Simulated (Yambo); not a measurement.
Yambo run on Mg₂ZnO₃ (space group P-3m1, No. 164). The wavefunctions are norm-conserving PBEsol (Quantum ESPRESSO, 84 Ry, without SOC) ones on a 6×6×2 mesh (29 occupied bands); a = b = 3.033 Å, c = 7.403 Å, α = β = 90.00°, γ = 120.00°.

Yambo input:

```
rim_cut
HF_and_locXC
RandQpts= 5000000
RandGvec= 1 Ry
EXXRLvcs= 84 Ry
VXCRLvcs= 336 Ry
% QPkrange
 1 | 1 | 29 | 30 |
 2 | 2 | 29 | 29 |
%
```

k points by index: 1 = Γ, 2 = A.

Table of the .hf output:

```
#    K-point    Band    Eo [eV]    Ehf [eV]    Vxc [eV]    Vnlxc [eV]
#
    1    29    -0.088342    -5.832855    -22.27056    -28.01507
    1    30    2.842705    7.004610    -14.66344    -10.50154
    2    29    0.000000    -5.649290    -22.06706    -27.71635
```
Exchange alone, without screening.

Geometry of the Materials Project entry, not relaxed at this level.

The structure is a Materials Project entry; no match was found in the copy of COD used, and its stability was not checked.
